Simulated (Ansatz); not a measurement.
# Calculated V-51 NMR of the central transition for YVO4

Cell: a COD entry whose atoms were relaxed with PBE, the cell held.

Space group I4_1/amd:1 (No. 141); a = 7.1183, c = 6.2893 Å.

```csv
site,Wyckoff,site symmetry,x,y,z
Y,4a,-4m2,0.0000,0.5000,0.2500
V,4b,-4m2,0.0000,0.0000,0.5000
O,16h,.m.,0.0000,0.1851,0.3260
```

One atom of each set is listed; the run and its k-mesh use a cell of 12 atoms with edges of 5.93, 5.93, 5.93 Å.

Method: Kohn–Sham DFT in Ansatz, PBE, plane waves and PAW (field gradients read without the response of the frozen cores, which leaves them typically 4 to 6 % off), with spin–orbit coupling, 420 eV cutoff, Γ-centred 5×5×5 k-points, Fermi–Dirac smearing 0.02 eV.

V-51 has I = 7/2 and Q = -52.00 mb (Pyykkö 2018); at 7.05 T its Larmor frequency is ν₀ = 79.1 MHz. Only the quadrupole interaction is simulated: positions count from each site's isotropic chemical shift, and J coupling is left out, as are shift anisotropy and dipolar coupling, which fast spinning averages.

(1) Simulate the second-order pattern (fast magic-angle spinning, Gaussian broadening 0.04 kHz) of site V (4 O at 1.71 Å).

Answers

(1) The calculation gives C_Q = 5.04 MHz and η = 0.00, so ν_Q = 0.360 MHz and the centre of gravity lies at -10.4 ppm (-0.819 kHz).

offset (kHz), height and a bar:
```
   -2.136          0 
   -2.086          0 
   -2.036          3 #
   -1.986          4 #
   -1.935          4 #
   -1.885          4 #
   -1.835          4 #
   -1.785          5 #
   -1.735          5 #
   -1.685          5 #
   -1.634          5 #
   -1.584          5 ##
   -1.534          5 ##
   -1.484          5 ##
   -1.434          5 ##
   -1.384          6 ##
   -1.333          7 ##
   -1.283         69 #####################
   -1.233         68 ####################
   -1.183         47 ##############
   -1.133         40 ############
   -1.082         36 ###########
   -1.032         34 ##########
   -0.982         32 ##########
   -0.932         32 ##########
   -0.882         31 #########
   -0.832         31 #########
   -0.781         31 #########
   -0.731         32 ##########
   -0.681         33 ##########
   -0.631         34 ##########
   -0.581         36 ###########
   -0.531         38 ###########
   -0.480         42 #############
   -0.430         48 ###############
   -0.380         60 ##################
   -0.330        100 ##############################
   -0.280         66 ####################
   -0.229          1 
   -0.179          0
```

An axis of threefold or higher order runs through V, so V_zz lies along it and η is zero.
